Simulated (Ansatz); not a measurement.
A geometry of Y away from equilibrium: the start of the relaxation of a relaxed Y cell displaced along its unstable phonon at q = (½, 0, 0) of its primitive reciprocal cell (50i cm⁻¹), largest move 0.15 Å. The numbers are results of r2SCAN (plane waves to 500 eV, PAW, scalar-relativistic; Ansatz, a program for electronic structure), not measurements. Γ-centred k-mesh 11×11×11 on the run's cell (coarser than for final values), Fermi–Dirac smearing 0.05 eV.

```xyz
2
Lattice="-4.0667 4.0667 4.0667 2.0334 -2.0334 2.0334 2.0334 2.0334 -2.0334" Properties=species:S:1:pos:R:3:forces:R:3 pbc="T T T" free_energy=-7719.253 pressure_GPa=0.0
Y      0.0000     0.1061    -0.1061    0.0000    0.0857   -0.0857
Y     -2.0334     1.9273     2.1394    0.0000   -0.0857    0.0857
```

Positions in Å, forces in eV/Å, free energy of the cell in eV (comparable only within this code, potentials and settings). Largest force: 0.12 eV/Å, on Y1, Y2 (atoms numbered as listed); the geometry lies 0.09 eV/atom above the end of its relaxation.

No spin polarisation in the result.

The run could not lose the symmetry of its start.

Of the parent cell (Im-3m (No. 229)): This is a known allotrope of Y, reached from a generated start. Known forms of Y include space group No. 194.
